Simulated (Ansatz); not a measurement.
MoPt (CsCl type), relaxed and computed with several functionals in Ansatz (plane waves, PAW).

| functional | a (Å) | ΔH_f (eV/atom) | B₀ by P(V) fit (GPa) |
|---|---|---|---|
| PBE | 3.176 | 0.23 | 245 |
| PBEsol | (withheld) | (withheld) | (withheld) |
| r²SCAN | 3.158 | 0.27 | 264 |

### Question
Fill in the missing entries.

### Answer

- PBEsol, a (Å): 3.140
- PBEsol, ΔH_f (eV/atom): 0.24
- PBEsol, B₀ by P(V) fit (GPa): 272

Typed or built starts, not in the databases checked: MoPt, CsCl type. Unstable at this level: MoPt, CsCl type with PBEsol; MoPt, CsCl type with r²SCAN. All cells were relaxed under the symmetry of their starts (and spin orders); stability against distortions was not tested throughout. Rows with no word on spin ran without spin polarisation. Scalar-relativistic: spin–orbit coupling is off unless named, which matters more the heavier the elements.

Potentials: the later of the program's two PAW sets.

Ansatz (an electronic-structure program) is a plane-wave DFT program.

Formation energies count from the lowest solids of the elements computed at the same level, not from gases.
